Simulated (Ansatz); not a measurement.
Au (fcc (Cu type)), relaxed and computed with several functionals in Ansatz (plane waves, PAW). Much of their spread follows the volume that each gives.

```csv
functional,V (Å³/atom),K_Hill (GPa)
PBEsol,17.00,?
r²SCAN+D4,17.34,161
LDA,16.56,195
r²SCAN,17.53,154
```

Question: Fit a straight line to ln K against ln V and predict the withheld value.

Answer: Least squares on the 3 shown rows: ln K = -4.15 × ln V + (16.922), with a scatter of 0.0 %. For PBEsol this gives 175. The run itself gave 176, a miss of 0.6 % of that.

All cells were relaxed under the symmetry of their starts (and spin orders); stability against distortions was not tested throughout. Spin–orbit coupling is left out wherever it is not named.

Potentials: the later of the program's two PAW sets.

Ansatz (a program for electronic structure) is a plane-wave DFT program.
